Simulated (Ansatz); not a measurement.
Infrared lines of transverse zone-centre modes from the program Ansatz at the r²SCAN level (PAW):

```
ω (cm⁻¹)  relative intensity
--------  ------------------
167                       18
176                       16
304                      3.1
357                      100
472                       15
551                       56
```

Problem. Pick the material that matches.
A) Ti, hcp (Mg type)
B) C, P6_3/mmc (C on 4f, C on 4f, C on 4e)
C) BaTiO3, P4mm (Ba on 1b, Ti on 1a, O on 2c, O on 1a)
D) C, P6_3/mmc (C on 4e, C on 4f)

Solution. C, BaTiO3, P4mm (Ba on 1b, Ti on 1a, O on 2c, O on 1a)

The cell was relaxed with r²SCAN under the symmetry of its start. At this level the phase is dynamically unstable (imaginary phonons). The run is not spin-polarised. Spin–orbit coupling is left out wherever it is not named.

Potentials: the earlier of the program's two PAW sets.
